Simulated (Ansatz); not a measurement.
TiSiB in space group Cmcm (No. 63; Si on 4c, B on 4c, Ti on 4c), plane-wave PAW PBE (Ansatz code), all energies at zero smearing, with the estimated change up to a 700 eV cutoff added, with one set of potentials and settings (totals compare only within such a set). Cell of 6 atoms (2 Si, 2 B, 2 Ti): -6586.827 eV.

| element | reference phase | E (eV/atom) |
|---|---|---|
| Si | Fd-3m, 2 atoms in the cell | -635.8114 |
| B | R-3m, 12 atoms in the cell | -155.9170 |
| Ti | P6/mmm, 3 atoms in the cell | -2499.6763 |

Formation energy per atom, worked out: (-6586.827 − 2×(-635.8114) − 2×(-155.9170) − 2×(-2499.6763))/6 = -0.670 eV/atom (-65 kJ per mol of atoms), at 0 K, without zero-point energy or fitted corrections.

The start of the workflow was typed in or built on a structure type; neither database checked (COD, Materials Project) lists it. Its standing as an ambient phase is unchecked. The PBE relaxation kept the symmetry of its start; its stability against distortions is not shown here. The run is not spin-polarised. The references are the lowest solids computed at this level, not always the standard phases.

Potentials: the earlier of the program's two PAW sets.
